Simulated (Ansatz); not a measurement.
Equation of state of WC from a dense series

```
CELL_PARAMETERS angstrom
2.90050 0.00000 0.00000
-1.45025 2.51191 0.00000
0.00000 0.00000 2.82900
ATOMIC_POSITIONS crystal
W 0.00000 0.00000 0.00000
C 0.66667 0.33333 0.50000
```

Atoms are numbered in the order listed.

Structure: COD 2102244, as refined from experiment and not relaxed.

Spin–orbit coupling is left out, though it moves levels of the heavy atoms by tenths of an eV or more.

Computed with DFT, PBEsol, all-electron LAPW, scalar-relativistic in Ansatz 0.2.0.

Settings: a Γ-centred 13×13×12 k mesh, Fermi–Dirac smearing of 0.05 eV, basis error target 1 meV/atom, no spin polarisation.

The cell is scaled evenly. Fractional coordinates are held (clamped ions).

| V (Å³/atom) | P (GPa) |
| --- | --- |
| 9.693 | 27.45 |
| 9.894 | 17.22 |
| 9.997 | 12.36 |
| 10.100 | 7.75 |
| 10.203 | 3.38 |
| 10.306 | -0.77 |
| 10.409 | -4.71 |
| 10.512 | -8.45 |
| 10.615 | -11.99 |
| 10.718 | -15.36 |
| 10.924 | -21.59 |

Fit a third-order Birch–Murnaghan curve to the pressures.

P = (3B0/2)(y^(7/2) − y^(5/2))[1 + (3/4)(B0′ − 4)(y − 1)] with y = (V0/V)^(2/3) fits within 0.01 GPa for V0 = 10.286 Å³/atom, B0 = 407.4 GPa and B0′ = 4.22.

Predict the pressure at the withheld volume, 9.687 Å³/atom.

There y = 1.0408, so the fit gives 27.73 GPa; the run gave 27.73 GPa.
